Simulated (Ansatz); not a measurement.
ZrAsRu:
```yaml
crystal:
  lattice:
    - [6.59551, 0.00000, 0.00000]
    - [-3.29776, 5.71188, 0.00000]
    - [0.00000, 0.00000, 3.91934]
  atoms:
    - { symbol: Zr, position: [0.41811, 0.41811, 0.50000] }
    - { symbol: Zr, position: [0.00000, 0.58189, 0.50000] }
    - { symbol: Zr, position: [0.58189, 0.00000, 0.50000] }
    - { symbol: As, position: [0.00000, 0.00000, 0.50000] }
    - { symbol: As, position: [0.66667, 0.33333, 0.00000] }
    - { symbol: As, position: [0.33333, 0.66667, 0.00000] }
    - { symbol: Ru, position: [0.00000, 0.24388, 0.00000] }
    - { symbol: Ru, position: [0.24388, 0.00000, 0.00000] }
    - { symbol: Ru, position: [0.75612, 0.75612, 0.00000] }
```

Relaxed with r²SCAN. Special points in fractions of this cell's reciprocal vectors: Γ (0.000, 0.000, 0.000); M (0.500, 0.000, 0.000); K (0.333, 0.333, 0.000); A (0.000, 0.000, 0.500); L (0.500, 0.000, 0.500); H (0.333, 0.333, 0.500).

List the band energies nearest the Fermi level at these points for the program Ansatz at the r²SCAN level (PAW).

In eV from the Fermi level; about four levels below and three above (degenerate sets whole), none deeper than 8.9 eV; points with the same levels are listed once.

| k | below | above |
|---|---|---|
| Γ | -0.63 -0.08 -0.08 -0.05 | 0.49 0.89 0.89 0.89 |
| M | -0.50 -0.47 -0.15 -0.06 | 0.91 1.08 1.51 |
| K | -0.94 -0.94 -0.73 -0.73 -0.71 | 0.47 0.83 0.83 |
| A | -1.42 -1.42 -1.16 -0.75 -0.75 | 0.58 1.32 1.32 |
| L | -1.49 -1.42 -1.10 -1.00 | 0.65 1.11 1.79 |
| H | -1.44 -1.44 -1.05 -1.05 | 0.67 1.40 2.00 2.00 |

Space group P-62m. The workflow started from a Materials Project entry (that database holds measured and hypothetical structures alike); the Crystallography Open Database copy checked does not list it. Its standing as an ambient phase is unchecked. Symmetry was held in the r²SCAN relaxation; its stability against distortions is not shown here. No spin polarisation was allowed. Scalar-relativistic: spin–orbit coupling is off unless named, which matters more the heavier the elements.

Potentials: the later of the program's two PAW sets.
